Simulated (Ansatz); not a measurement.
Total density of states per atom from the program Ansatz at the PBE level (PAW), in 0.25 eV bins, energy from the Fermi level:

```
E (eV) | states/eV/atom
    -7.85 | ## 0.14
    -7.60 | ### 0.17
    -7.35 | ### 0.19
    -7.10 | ### 0.19
    -6.85 | ### 0.19
    -6.60 | ### 0.20
    -6.35 | ### 0.20
    -6.10 | ### 0.20
    -5.85 | ### 0.21
    -5.60 | #### 0.21
    -5.35 | #### 0.22
    -5.10 | #### 0.26
    -4.85 | ##### 0.31
    -4.60 | #### 0.26
    -4.35 | #### 0.24
    -4.10 | #### 0.24
    -3.85 | #### 0.26
    -3.60 | ##### 0.29
    -3.35 | ###### 0.33
    -3.10 | ###### 0.36
    -2.85 | ####### 0.42
    -2.60 | ######## 0.50
    -2.35 | ########### 0.63
    -2.10 | ############ 0.71
    -1.85 | ############# 0.76
    -1.60 | #################### 1.21
    -1.35 | ############# 0.78
    -1.10 | ######## 0.48
    -0.85 | ######### 0.55
    -0.60 | ############### 0.91
    -0.35 | ################## 1.08
    -0.10 | ################## 1.06
     0.15 | ############# 0.79
     0.40 | ############ 0.69
     0.65 | ########## 0.61
     0.90 | ############# 0.75
     1.15 | ################# 1.00
     1.40 | #################### 1.18
     1.65 | ##################### 1.27
     1.90 | ############################## 1.78
     2.15 | ########################## 1.52
     2.40 | ################## 1.04
     2.65 | ########### 0.63
     2.90 | ########## 0.57
     3.15 | ######## 0.50
     3.40 | ######## 0.45
     3.65 | ############ 0.72
     3.90 | ################# 1.01
     4.15 | ############### 0.90
     4.40 | ######### 0.55
     4.65 | ######## 0.45
```

Q: Pick the material that matches.
A. TiC, rock salt
B. Mg2Sn, fluorite or antifluorite type
C. TiAl, L1₀ or tetragonal B2
D. Al2Au, fluorite or antifluorite type

A: C, TiAl, L1₀ or tetragonal B2. Within 0.5 eV of the Fermi level: Ti 3d 80 %, Al 3p 12 %. Projections are on Löwdin-orthogonalised atomic valence shells; empty p or d shells of many metals are not among them.

Space group P4/mmm (L1₀ or tetragonal B2). The PBE relaxation kept the symmetry of its start. The run is not spin-polarised.

Potentials: the later of the program's two PAW sets.
